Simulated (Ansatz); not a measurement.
## Magnetic states of MnO2

```yaml
crystal:
  lattice:
    - [4.39830, 0.00000, 0.00000]
    - [0.00000, 4.39830, 0.00000]
    - [0.00000, 0.00000, 2.87300]
  atoms:
    - { symbol: Mn, position: [0.00000, 0.00000, 0.00000] }
    - { symbol: Mn, position: [0.50000, 0.50000, 0.50000] }
    - { symbol: O, position: [0.30515, 0.30515, 0.00000] }
    - { symbol: O, position: [0.19485, 0.80515, 0.50000] }
    - { symbol: O, position: [0.69485, 0.69485, 0.00000] }
    - { symbol: O, position: [0.80515, 0.19485, 0.50000] }
```

Computed with plane-wave PAW DFT (Ansatz 0.2.0): PBE with U_eff = 4.0 eV on Mn d (all-electron-ortho-atomic projectors), 420 eV cutoff, 6×6×10 Γ-centred mesh, fermi-dirac occupations of width 0.050 eV. The atoms are fixed and numbered as listed; spin is collinear, without spin-orbit coupling.

The cycle has several fixed points for this cell. Moments (μB):

| state | Mn1 | Mn2 | other atoms together | size of the net moment a cell |
| --- | --- | --- | --- | --- |
| A | 0.00 | 0.00 | 0.00 | 0.00 |
| B | 2.56 | -2.56 | 0.00 | 0.00 |
| C | 2.65 | 2.65 | -0.16 | 6.02 |

Site moments are taken in small spheres that don't touch (radius about 0.4 of the atom's shortest bond), so those of the magnetic atoms read low, and they needn't add up to the net moment. State A was run without spin polarisation.

Task: Rank the states by energy at zero smearing.

Result: State B (antiparallel, compensated) is lowest; C (parallel moments) lies 8.3 meV above it, A (without moments) lies 778 meV above it, all counted an atom of the cell.

Task: What does magnetism gain here?

Result: 778 meV an atom of the cell, or 2333 meV for each Mn atom, against state A, which has none. A run without spin would miss this and give wrong energies and forces. That state isn't the paramagnet, which keeps its moments, so this is no ordering energy, and a U raises it further by its penalty on part-filled orbitals.

The cell is that of a Crystallography Open Database entry, unchanged.

Caveats: only orders that fit this cell and collinear spins were tried, so the true order may need a larger cell or canted moments; atoms and cell are not relaxed, and each state would relax in its own way; the U is a value in common use, not computed for this crystal; the k mesh is coarse, so differences of a few meV are uncertain where a state is a metal; at this level the entry's cell stands at +9 GPa (positive in compression); one start a pattern, so a lower state of the same pattern may exist; the nearest magnetic pairs stand parallel in every state found, so their coupling isn't measured.
